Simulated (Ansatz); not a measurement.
Level of theory: DFT PBE, scalar-relativistic, plane waves, PAW (Ansatz). All cells share a 420 eV cutoff and Γ-centred k meshes spaced about 0.3 Å⁻¹ or finer (0.25 for metals, 2π included). No spin polarisation in the final relaxations.

Temperature and zero-point effects are left out. All come from trial cells, and lower structures may exist.

Problem. Order these relaxed structures of MgNb2O4 by energy, lowest first, with the energy over the lowest of them.
A. Space group Cmcm (No. 63), orthorhombic, a = 2.822 Å, b = 9.944 Å, c = 10.569 Å. Mg has 6 O at 2.08–2.16 Å, 2 O at 2.80 Å, 2 Mg at 2.82 Å and 2 Nb at 3.20 Å; Nb has 6 O at 2.15–2.18 Å, 4 Nb at 2.77–2.82 Å and 1 Mg at 3.20 Å; O on a site of symmetry m2m has 2 Mg at 2.08 Å and 2 Nb at 2.16 Å; around O on a site of symmetry m lie 3 Nb at 2.15 Å and 2 Mg at 2.16 Å; 1 more site not described.
B. Space group Pmma (No. 51), orthorhombic, a = 10.702 Å, b = 2.954 Å, c = 5.017 Å. Mg is surrounded by 6 O at 2.11–2.13 Å, 2 Mg at 2.95 Å and 6 Nb at 3.17–3.18 Å; Nb on its first site is surrounded by 6 O at 2.11–2.13 Å, 6 Nb at 2.88–2.95 Å and 4 Mg at 3.17 Å; Nb on its second site has 6 O at 2.13–2.21 Å, 6 Nb at 2.88–2.95 Å and 2 Mg at 3.18 Å; around O on its first site lie 3 Nb at 2.11–2.13 Å and 1 Mg at 2.11 Å; 1 more site not described.
C. Space group Fd-3m (No. 227), cubic, a = 8.711 Å. Around Mg lie 4 O at 1.91 Å; Nb has 6 O at 2.16 Å; O has 1 Mg at 1.91 Å and 3 Nb at 2.16 Å.

Solution. B (0 meV/atom), A (150 meV/atom), C (200 meV/atom). Forms: B Pmma; A Cmcm; C spinel type, Fd-3m. Counting O atoms around Mg and Nb (those within 1.25 times the shortest such distance or 1.15 times the sum of covalent radii): B has Mg 6, Nb 6; A has Mg 6, Nb 6; C has Mg 4, Nb 6.

With atoms moved at random, Pmma came back. Without a clear test, and held by symmetry: Cmcm and Fd-3m. Some structure types and database cells were kept out of the candidates from the start, so a known form may be missing.
